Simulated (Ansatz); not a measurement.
Consider the following.

PtSe2:
```
CELL_PARAMETERS angstrom
      1.82007     1.05082     5.49047
     -1.82007     1.05082     5.49047
      0.00000    -2.10163     5.49047
ATOMIC_POSITIONS crystal
  Pt 0.00085 0.00085 0.00085
  Se 0.75452 0.75452 0.75452
  Se 0.57793 0.57793 0.57793
```

This is the r²SCAN+D4-relaxed structure.

Problem. All from r²SCAN+D4 in the plane-wave PAW code Ansatz, unless another level is named. Estimate the electronic character.

Solution. metallic (no gap).

Problem. What about the formation energy from the elements (no fitted shifts)?

Solution. 4 meV/atom.

Problem. Give the density of states at the Fermi level.

Solution. 0.60 states/eV per atom (mean over ±0.08 eV).

Space group R3m. The cell is a constructed one: a structure type filled with these elements; neither database checked (COD, Materials Project) lists it. COD files the formula under space group No. 164. Its standing as an ambient phase is unchecked. The r²SCAN+D4 relaxation kept the symmetry of its start; whether a distortion lowers the energy is not shown. No spin polarisation was allowed. The references are the lowest solids computed at this level, not always the standard phases. Scalar-relativistic: spin–orbit coupling is off unless named, which matters more the heavier the elements.

Potentials: the earlier of the program's two PAW sets.
